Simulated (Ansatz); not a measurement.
## Ba₃TiO₅: do energies and stresses tell the same story?

Method: DFT PBEsol, scalar-relativistic, plane waves, PAW (Ansatz 0.2.0).

Settings: cutoff 420 eV, Γ-centred mesh 6×6×6 on the computed 18-atom cell, Gaussian smearing of 0.02 eV; no spin polarisation.

Relaxed cell: I4/mcm, a = 7.223 Å, b = 7.223 Å, c = 11.812 Å, α = 90.00°, β = 90.00°, γ = 90.00°, 18 atoms in the primitive cell. Whether it is the stable form of this composition wasn't checked.

Energies at zero smearing and pressures from the stress tensor, at volumes with shape and atoms relaxed:
```json
{"V (Å³/atom)": "15.063", "E − E(first) (meV/atom)": "0.00", "P (GPa)": "13.12"}
{"V (Å³/atom)": "15.576", "E − E(first) (meV/atom)": "-35.11", "P (GPa)": "8.90"}
{"V (Å³/atom)": "16.090", "E − E(first) (meV/atom)": "-57.86", "P (GPa)": "5.39"}
{"V (Å³/atom)": "16.604", "E − E(first) (meV/atom)": "-70.30", "P (GPa)": "2.43"}
{"V (Å³/atom)": "17.117", "E − E(first) (meV/atom)": "-74.05", "P (GPa)": "-0.01"}
{"V (Å³/atom)": "17.631", "E − E(first) (meV/atom)": "-70.55", "P (GPa)": "-2.10"}
{"V (Å³/atom)": "18.144", "E − E(first) (meV/atom)": "-60.98", "P (GPa)": "-3.84"}
{"V (Å³/atom)": "18.829", "E − E(first) (meV/atom)": "-40.44", "P (GPa)": "-5.70"}
```

Task: Check P = −dE/dV between neighbouring volumes, and get the bulk modulus from the pressures alone.

Result: With 1 eV/Å³ = 160.2 GPa:
```csv
middle V (Å³/atom),−ΔE/ΔV (GPa),mean P (GPa)
15.320,10.954,11.010
15.833,7.099,7.147
16.347,3.881,3.910
16.860,1.169,1.207
17.374,-1.092,-1.055
17.887,-2.985,-2.966
18.486,-4.807,-4.769
```

The two differ by 0.06 GPa at most. The mean of two end pressures misses the average over a step by about ΔV² P″/12, up to 0.06 GPa here; with that taken off 0.01 GPa remains. Around V = 17.117 Å³/atom, the two neighbours give B = −V ΔP/ΔV = 17.117 × 4.52 / 1.027 = 75.4 GPa, against B0 = 75.4 GPa from the Birch–Murnaghan fit of the energies.

Spin-orbit coupling is left out, which matters for the bands of heavy elements.

A ferromagnetic start lost its moments in a first run, so spin was left out; other magnetic orders weren't tried.

Cost: 9 runs of about 46 core-minutes in all, on Oxide Virtual Turin-like Processor (Zen 5) (shared hosts).